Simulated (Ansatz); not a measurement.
K2S3:
```cif
data_K4S6
_chemical_formula_sum 'K4 S6'
_space_group_name_H-M_alt 'P 1'
_space_group_IT_number 1
_cell_length_a 6.15042
_cell_length_b 6.15042
_cell_length_c 7.28679
_cell_angle_alpha 90.000
_cell_angle_beta 90.000
_cell_angle_gamma 108.761
loop_
_space_group_symop_operation_xyz
  'x, y, z'
loop_
_atom_site_label
_atom_site_type_symbol
_atom_site_fract_x
_atom_site_fract_y
_atom_site_fract_z
_atom_site_occupancy
K1 K 0.41890 0.58110 0.65810 1
K2 K 0.58110 0.41890 0.15810 1
K3 K 0.89780 0.10220 0.38605 1
K4 K 0.10220 0.89780 0.88605 1
S1 S 0.39414 0.07279 0.50333 1
S2 S 0.60586 0.92721 0.00333 1
S3 S 0.92721 0.60586 0.50333 1
S4 S 0.07279 0.39414 0.00333 1
S5 S 0.79629 0.20371 0.83989 1
S6 S 0.20371 0.79629 0.33989 1
```

Relaxed with PBEsol. PBEsol (plane waves, PAW; program Ansatz) gives a gap of 1.21 eV.

Q: What gap does HSE06 give on the same cell (Ansatz, PAW)?

A: 2.36 eV, 1.15 eV more. The hybrid was solved on a coarser mesh and at special points; its gap is the smallest among all of these.

```tsv
k	v1 PBEsol	c1 PBEsol	v1 HSE06	c1 HSE06
Γ	-0.34	1.41	___	___
Y	-0.09	1.21	-0.07	2.36
T	-0.26	2.04	___	___
Z	-0.24	2.03	___	___
S	-0.02	2.65	-0.02	3.90
R	-0.25	2.24	-0.24	3.45
Σ0	-0.02	1.70	___	___
A0	-0.23	2.13	-0.22	3.35
```

Q: Top valence (v1) and lowest conduction level (c1) in eV from each method's valence maximum (which need not be a listed point): supply the withheld HSE06 values.

A: 
- Γ, v1 HSE06: -0.29
- Γ, c1 HSE06: 2.54
- T, v1 HSE06: -0.24
- T, c1 HSE06: 3.23
- Σ0, v1 HSE06: -0.02
- Σ0, c1 HSE06: 2.89
- Z, v1 HSE06: -0.23
- Z, c1 HSE06: 3.23

Cost on shared cores: the PBEsol run (SCF on a 5×5×4 mesh, then bands and DOS) roughly 5 core-minutes, the HSE06 run (SCF on 3×3×3, then a few points) around 10 core-minutes (rough); the tasks are unlike.

Space group Cmc2_1. The workflow started from a Materials Project entry (that database holds measured and hypothetical structures alike); the Crystallography Open Database files this formula in space group No. 36, but the cells were not matched. Its standing as an ambient phase is unchecked. The cell was relaxed with PBEsol under the symmetry of its start; whether a distortion lowers the energy is not shown.

Potentials: the later of the program's two PAW sets.
